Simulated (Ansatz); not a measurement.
## V: from a starting cell to a relaxed one

The start is a randomly generated symmetric cell of V (space group No. 123). Cell shape, volume and atoms are optimised at zero target pressure with PBEsol (plane waves to 420 eV, PAW, scalar-relativistic; Ansatz, a first-principles code). The first steps use a coarse 15×15×10 k-mesh.

The start:
```
CELL_PARAMETERS angstrom
      2.18269     0.00000     0.00000
      0.00000     2.18269     0.00000
      0.00000     0.00000     3.28692
ATOMIC_POSITIONS crystal
  V  0.50000 0.50000 0.00000
```
Spin-polarised start, with parallel moments on V.

Task: Does the structure survive the relaxation? Give the final space group.

Result: The space group goes from P4/mmm (No. 123) to Pm-3m (No. 221); the end is AFLOW prototype A_cP1_221_a (A_h), with 1 atom in the primitive cell.

Task: How much energy is released per atom?

Result: 0.68 to 0.70 eV/atom (the two k-meshes of the run give this range).

Task: Is the relaxed structure metallic? Give its gap.

Result: Zero (metallic).

Task: What magnetic moments remain?

Result: Zero (the starting moments vanished).

Task: What does it relax into? Give the structure.

Result: 
Space group Pm-3m (No. 221); a = b = c = 2.4112 Å, α = β = γ = 90.00°

```json
[
 {"atom": "V", "site": "1b", "symmetry": "m-3m", "x": "0.5000", "y": "0.5000", "z": "0.5000"}
]
```

Final values are on a 19×19×19 k-mesh of the relaxed cell. The start holds a very short contact (V–V 2.18 Å). No spin polarisation in the result: the starting moments vanished.

The run could not lose the symmetry of its start, so the end can be a saddle point.

The relaxed structure here is a generated cell of V: the first start was made by a random draw of sites in a space group, and the end was not matched to a known phase here, so it may be hypothetical. Known forms of V include space group No. 229.
